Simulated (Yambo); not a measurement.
Yambo run on K2NaScF6 (space group Fm-3m, No. 225). The wavefunctions are norm-conserving LDA (Quantum ESPRESSO, 88 Ry, without SOC) ones on a 2×2×2 mesh (40 occupied bands); a = b = c = 6.0880 Å, α = β = γ = 60.00°.

Yambo input:

```
rim_cut
gw0
dyson
el_el_corr
HF_and_locXC
ppa
em1d
RandQpts= 1000000
RandGvec= 1 Ry
EXXRLvcs= 88 Ry
VXCRLvcs= 352 Ry
Chimod= "HARTREE"
% BndsRnXp
 3 | 304 |
%
NGsBlkXp= 8 Ry
% LongDrXp
 1.0 | 1.0 | 1.0 |
%
PPAPntXp= 10 eV
% GbndRnge
 1 | 304 |
%
GTermKind= "BG"
DysSolver= "n"
ExtendOut
% QPkrange
 1 | 1 | 40 | 41 |
%
```

k points by index: 1 = Γ.

Resulting energies as the program prints them:

```
#    K-point    Band    Eo [eV]    E [eV]    E-Eo [eV]    Vxc [eV]    Vnlxc [eV]    Sc|Eo [eV]    Sc|E [eV]    dSc/dw|Eo [eV]    Re(Z)    Im(Z)
#
    1    40    0.000000    -2.237832    -2.237832    -22.28751    -30.06895    4.917499    5.543604    -7.612576    0.781395    -0.001504
    1    41    6.411992    8.122554    1.710562    -9.376577    -4.567594    -2.862267    -3.098421    -3.756492    0.878696    -0.862864E-3
```
(The two width columns are left out.) Convergence of these settings isn't established.

Geometry of the Materials Project entry, not relaxed at this level.
